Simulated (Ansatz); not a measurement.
# Nb3Sn: Sn-119 Mössbauer parameters

Cell: an entry of the Crystallography Open Database (COD), atoms as given.

```cif
data_Nb3Sn
_symmetry_space_group_name_H-M 'Pm-3n'
_symmetry_Int_Tables_number 223
_cell_length_a 5.2821
_cell_length_b 5.2821
_cell_length_c 5.2821
_cell_angle_alpha 90.000
_cell_angle_beta 90.000
_cell_angle_gamma 90.000
loop_
_atom_site_label
_atom_site_type_symbol
_atom_site_symmetry_multiplicity
_atom_site_Wyckoff_symbol
_atom_site_fract_x
_atom_site_fract_y
_atom_site_fract_z
Nb Nb 6 c 0.2500 0.0000 0.5000
Sn Sn 2 a 0.0000 0.0000 0.0000
```

One atom of each set is listed.

Computed with Ansatz: DFT, PBE, plane waves and PAW, scalar-relativistic, 420 eV cutoff, Γ-centred 6×6×6 k-points, Fermi–Dirac smearing 0.05 eV.

Isomer shifts (against SnO₂) follow from the electron density at the nucleus, δ = α(ρ − ρ₀), with α = 0.099 mm s⁻¹ a₀³ and ρ₀ = 183191.44 a₀⁻³ from a line fitted to 8 measured compounds at this level of theory (rms miss 0.12 mm/s). ΔE_Q = ½eQV_zz(1 + η²/3)^½ with Q = -0.132 b for the 23.9 keV state.

Question: What would the Sn-119 spectrum's parameters be?

Answer: 

| site | atoms | first shell | ρ − ρ₀ (a₀⁻³) | δ (mm/s) | ΔE_Q (mm/s) | η |
| --- | --- | --- | --- | --- | --- | --- |
| Sn | 2 | 12 Nb at 2.95 Å | 13.0 | 1.28 | 0.00 | – |

The shift of Sn is between ionic Sn(IV) and covalent tin.
